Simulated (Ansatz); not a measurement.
Ansatz input

```yaml
crystal:
  lattice:
    - [2.8143017337, 0.0, 0.0]
    - [0.0, 2.8143017337, 0.0]
    - [0.0, 0.0, 2.8143017337]
  atoms:
    - { symbol: Se, position: [0.0, 0.0, 0.0] }
hamiltonian:
  xc: r2scan
  pseudopotentials:
    kind: paw_fr
    azcp:
      Se: "pseudopotentials/Se.paw.azcp"
basis:
  ecutwfc: 500
  fft_grid_basis: typed
kpoints:
  mp_grid: { grid: [11, 11, 11], shift: [0, 0, 0] }
magnetization:
  noncollinear: true
  spin_orbit: true
scf:
  occupations: { method: fermi_dirac, width: 0.1 }
```

and its output:

```
Engine: ansatz 0.2.0, x86_64-unknown-linux-gnu
Pseudopotentials: kind: paw_fr
Pseudopotential: Se, paw_fr, valence charge 16, recommended cutoff 500 eV (meta_gga) 
Functional definition: r2SCAN
  parameter k0 = 0.174
  parameter k1 = 0.065
  parameter a1 = 4.9479
  exchange = r2scan_x(k0 = k0, k1 = k1, a1 = a1)
  correlation = r2scan_c
non-collinear run that drives no moment, with spin-orbit: no starting moment large enough to seed its density (crystal.atoms[].spin), no starting occupations that ask for one, no magnetisation constraint and no magnetic field, so the semilocal B_xc is pinned to zero
Crystal: 1 atoms, lattice volume = 22.290 Å³
Basis set: ecut = 500 eV, 587 PW (Γ), exchange–correlation on 96×96×96 points (64 copies of the dense FFT grid, shifted against one another)
Bands: 24, of which v1, the nominal top of the filled ones, is band 16 counted from 1 (15 counted from 0)
Symmetry: 48 space group operations + 48 with time reversal
Magnetic group: BNS 221.93 (UNI 1595), of the structure as read, at distance tolerance 2.8e-5 Å
k-points: 56 of 1331
Projection manifold: j_resolved (fully-relativistic pseudo-atomic orbitals)
Non-local potential: Se, projectors of the file, l = 0: 2, l = 1: 4, l = 2: 6, l = 3: 2
PAW form: soft (Blöchl's): semilocal exchange-correlation on the pseudo side does not see the compensation charge
PAW frozen core: Se, regenerated for the run's functional (the file was generated under x = pbe(κ = 0.804, μ = 0.2195149727645171), c = pbe(β = 0.06672455060314922))
PAW one-centre angular grid: Se, 590 points (default); XC on 265 of its mesh's 2701 points in the sphere
Initial density: superposition of atomic densities (chi_scale 0.1, normalization cell)
Initial wavefunctions: pseudopotential atomic-orbital guess
Functional: x = r2scan, c = r2scan; τ floored in thin density (d = 2e-4 eV/Å³)
iter 1 solved again at ethr=1.22e-4 eV; its pass at ethr=3.10e-3 eV (dr2=1.95e-2 eV) is discarded
SCF iter   1: F=—  HF=-5474.579220 eV  |F-HF|=—  |Δ(HF+E_count)|=         —  Δρ=1.13e-2  dr2=1.95e-2  dr2_τ=1.90e-4  dr2_m=0.00e0 (ungated)  ethr=1.22e-4  |M|=0.00e0 ∫|m|=0.00e0 μB  |m|>n=0.0e0 m-floor=0.0e0 τ_xc=0.0e0  β_m=0.30  ⟨swp⟩=1.5  Hψ=5633  notcnv=0
SCF iter   2: F=—  HF=-5474.591495 eV  |F-HF|=—  |Δ(HF+E_count)|=   1.23e-2  Δρ=9.41e-3  dr2=1.40e-2  dr2_τ=3.63e-5  dr2_m=0.00e0 (ungated)  ethr=1.22e-4  |M|=0.00e0 ∫|m|=0.00e0 μB  |m|>n=0.0e0 m-floor=0.0e0 τ_xc=0.0e0  β_m=0.63  ⟨swp⟩=1.8  Hψ=771  notcnv=0
SCF iter   3: F=—  HF=-5474.598995 eV  |F-HF|=—  |Δ(HF+E_count)|=   7.50e-3  Δρ=1.35e-3  dr2=3.11e-4  dr2_τ=2.78e-6  dr2_m=0.00e0 (ungated)  ethr=8.73e-5  |M|=0.00e0 ∫|m|=0.00e0 μB  |m|>n=0.0e0 m-floor=0.0e0 τ_xc=0.0e0  β_m=0.66  ⟨swp⟩=2.1  Hψ=990  notcnv=0
SCF iter   4: F=—  HF=-5474.599083 eV  |F-HF|=—  |Δ(HF+E_count)|=   8.85e-5  Δρ=1.83e-4  dr2=3.69e-6  dr2_τ=2.82e-8  dr2_m=0.00e0 (ungated)  ethr=1.95e-6  |M|=0.00e0 ∫|m|=0.00e0 μB  |m|>n=0.0e0 m-floor=0.0e0 τ_xc=0.0e0  β_m=0.75  ⟨swp⟩=2.1  Hψ=1086  notcnv=0
SCF iter   5: F=—  HF=-5474.599090 eV  |F-HF|=—  |Δ(HF+E_count)|=   7.00e-6  Δρ=3.21e-5  dr2=1.66e-7  dr2_τ=2.08e-9  dr2_m=0.00e0 (ungated)  ethr=2.30e-8  |M|=0.00e0 ∫|m|=0.00e0 μB  |m|>n=0.0e0 m-floor=0.0e0 τ_xc=0.0e0  β_m=0.79  ⟨swp⟩=2.1  Hψ=882  notcnv=0
SCF iter   6: F=-5474.599090 eV  HF=-5474.599090 eV  |F-HF|=3.25e-9  |Δ(HF+E_count)|=   3.12e-7  Δρ=2.74e-6  dr2=8.56e-10  dr2_τ=1.75e-11  dr2_m=0.00e0 (ungated)  ethr=6.25e-10  |M|=0.00e0 ∫|m|=0.00e0 μB  |m|>n=0.0e0 m-floor=0.0e0 τ_xc=0.0e0  ⟨swp⟩=2.0  Hψ=1340  notcnv=0
SCF 1 converged in 6 iterations: F = -5474.599090 eV  dr2 = 8.56e-10
SCF converged after 6 iterations
Magnetization: |M| = 0.0000 μB,  M = (+0.0000, +0.0000, +0.0000) μB
Absolute magnetization: 0.0000 μB (∫|m|)
  site 0: m = (+0.0000, +0.0000, +0.0000) μB, |m| = 0.0000 μB  (R = 1.16 Å)
Free energy (F): -5474.599090 eV
Harris-Foulkes:  -5474.599090 eV  (|F-HF|=3.25e-9)
Internal energy: -5474.584512 eV  (E = F + TS)
E sigma→0 (E₀):  -5474.591801 eV
Entropy (-TS):   -0.014578 eV (-14.578 meV/atom)
Fermi energy:    9.815328 eV
--- Per-component energies (eV) ---
  E_band       = -379.463735
  E_kinetic    = 116.816818
  E_local      = -2227.445414  (includes V_loc(G=0)·N_el)
  E_nonlocal   = -593.333537
  E_hartree    = 1109.741188
  E_xc         = -97.387417
  E_vxc        = -104.849967  (∫ρ·V_xc dr)
  E_paw        = -1923.013100  (= ΣΔE_a)
  E_vpaw       = 204.557893  (= ΣTr[D̂ρ^β])
  E_aug_tail   = -0.000211  (compensation charges beyond the density's cutoff)
  E_vtau       = 5.308536  (kinetic-family band-sum trace: ∫τ·v_τ [+ j·A + Jᵃ·Aᵃ] dr)
  E_ewald      = -1858.215094
  E_core_change = -1.747745  (= ΣΔE_core)
  E_smearing   = -0.014578  (= −TS)
  E_closure    = -0.000000  (closes the sum)
  Σ components = -5474.599090   (vs F -5474.599090, Δ=0.00e0)
```

Command:

```sh
ansatz run input.yaml --threads 1 --pin off --max-ram 3584MiB --backend cpu --events-out ev --progress --plain --runs-dir out
```

On 1 thread of Intel(R) Xeon(R) Platinum 8259CL CPU @ 2.50GHz (Skylake/Cascade Lake) (shared host) this took about 14 s of wall time and 14 s of CPU time.
